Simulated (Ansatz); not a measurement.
A relaxed cell of Ta (Im-3m (No. 229)), relaxed on a k-mesh at least as fine as the one used below. Method: PBE (plane waves to 420 eV, PAW, scalar-relativistic; Ansatz, a quantum-chemistry and plane-wave program). Γ-centred k-mesh 14×7×14 on the run's cell (coarser than for final values), Fermi–Dirac smearing 0.05 eV.

```
CELL_PARAMETERS angstrom
     -1.65984     1.65984     1.65984
      3.31968    -3.31968     3.31968
      1.65984     1.65984    -1.65984
ATOMIC_POSITIONS crystal
  Ta 0.00000 0.00000 0.00000
  Ta 0.00000 0.50000 0.00000
```

The atoms are displaced by (Å):

| atom | ux | uy | uz |
|---|---|---|---|
| Ta1 | 0.080 | -0.056 | 0.040 |
| Ta2 | -0.036 | -0.033 | 0.137 |

Problem. What forces (eV/Å) and pressure result?

Solution. 
```json
[
 {"atom": "Ta1", "Fx": "-0.37", "Fy": "0.16", "Fz": "0.24"},
 {"atom": "Ta2", "Fx": "0.37", "Fy": "-0.16", "Fz": "-0.24"}
]
```

Pressure +0.1 GPa.

No spin polarisation in the result.

The run that gave the undisplaced cell could not lose the symmetry of its start; a randomly shaken copy of 2 atoms returns to this structure.
